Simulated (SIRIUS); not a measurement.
Set-up for a self-consistent single point of ZnS (P6_3mc, 8 atoms in the cell; from Materials Project mp-10281, changed as shown).

```xyz
8
Lattice="3.7328 0.0000 0.0000 -1.8664 3.2327 0.0000 0.0000 0.0000 12.2035" Properties=species:S:1:pos:R:3 pbc="T T T"
Zn     1.8664     1.0776     9.1518
Zn     0.0000     2.1551     3.0500
Zn     0.0000     0.0000     6.1018
Zn     0.0000     0.0000     0.0000
S      1.8664     1.0776    11.4436
S      0.0000     2.1551     5.3419
S      0.0000     0.0000     8.3880
S      0.0000     0.0000     2.2862
```

All values come from this method and carry its errors: LDA (PW92), GBRV LDA ultrasoft pseudopotentials (plane waves; SIRIUS).

SIRIUS settings:

```
key                                                                   value
--------------------------------------  -----------------------------------
parameters.ngridk                                                   12 12 2
parameters.xc_functionals                           [XC_LDA_X, XC_LDA_C_PW]
parameters.gk_cutoff                                           6.325 1/bohr
parameters.pw_cutoff                                          14.143 1/bohr
parameters.smearing                                                gaussian
parameters.smearing_width                                         0.0001 Ha
potentials                              GBRV LDA ultrasoft pseudopotentials
parameters.electronic_structure_method                      pseudopotential
parameters.num_bands                                                     62
parameters.num_mag_dims                                                   0
parameters.num_dft_iter                                                 100
parameters.energy_tol                                              1e-07 Ha
parameters.density_tol                                                1e-06
mixer.type                                                         anderson
mixer.beta                                                              0.7
mixer.use_hartree                                                     false
```

Results:

```
Property                                                  Result
------------------------------------------------  --------------
Number of valence electrons                                  104
Number of bands                                               62
Number of k-points after the program's reduction              38
Number of plane waves (most at a k-point)                   4275
Number of SCF iterations                                      28
FFT grid                                           36 × 36 × 108
Free energy E − TS                                -26420.2134 eV
Gap on the k-point mesh                                  2.20 eV
Pressure                                                0.94 GPa
Largest force (vector length)                         0.019 eV/Å
```

Forces (eV/Å):
| atom | Fx | Fy | Fz |
|---|---|---|---|
| Zn1 | 0.000 | 0.000 | 0.010 |
| Zn2 | 0.000 | 0.000 | 0.010 |
| Zn3 | 0.000 | 0.000 | 0.019 |
| Zn4 | 0.000 | 0.000 | 0.019 |
| S5 | 0.000 | 0.000 | -0.015 |
| S6 | 0.000 | 0.000 | -0.015 |
| S7 | 0.000 | 0.000 | -0.014 |
| S8 | 0.000 | 0.000 | -0.014 |

Stress (GPa, positive for compression):
```
0.89  0.00  0.00
0.00  0.89  0.00
0.00  0.00  1.03
```

Gaps are taken between levels on the mesh.

For comparison: a first run was changed to give this one (lattice scaled by 0.98), and from it to this one the free energy goes down by 11.3 meV/atom, the pressure goes from -3.85 to 0.94 GPa, the largest force goes from 0.009 to 0.019 eV/Å and the gap on the mesh goes from 1.927 to 2.202 eV.

The structure comes from a collection of computed structures, made at another level of theory; the collection holds predicted forms beside known ones.

Cost on one core: roughly 6 core-minutes.
